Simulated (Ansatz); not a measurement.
GaAs (CsCl type, Pm-3m) at seven volumes, the program Ansatz at the PBE level (PAW), scaled uniformly. One row is withheld.

```tsv
V (Å³/atom)	P (GPa)
17.472	7.35
18.048	?
18.624	2.08
19.200	0.00
19.776	-1.75
20.352	-3.18
20.928	-4.40
```

### Question
Fit the shown pressures and predict the withheld one.

### Answer
P = (3/2)B₀(x^(7/2) − x^(5/2))[1 + (3/4)(B′ − 4)(x − 1)] with x = (V₀/V)^(2/3). Least squares on the six rows gives V₀ = 19.202 Å³/atom, B₀ = 62.6 GPa, B′ = 4.64. At V = 18.048, x = 1.0422 and P = 4.48 GPa. The run itself gave 4.53 GPa.

A made-up cell: these elements were put on the sites of a structure type; neither database checked (COD, Materials Project) lists it. It is not the phase usual at ambient conditions (space group No. 216). The PBE relaxation kept the symmetry of its start; whether a distortion lowers the energy is not shown.

Potentials: the later of the program's two PAW sets.
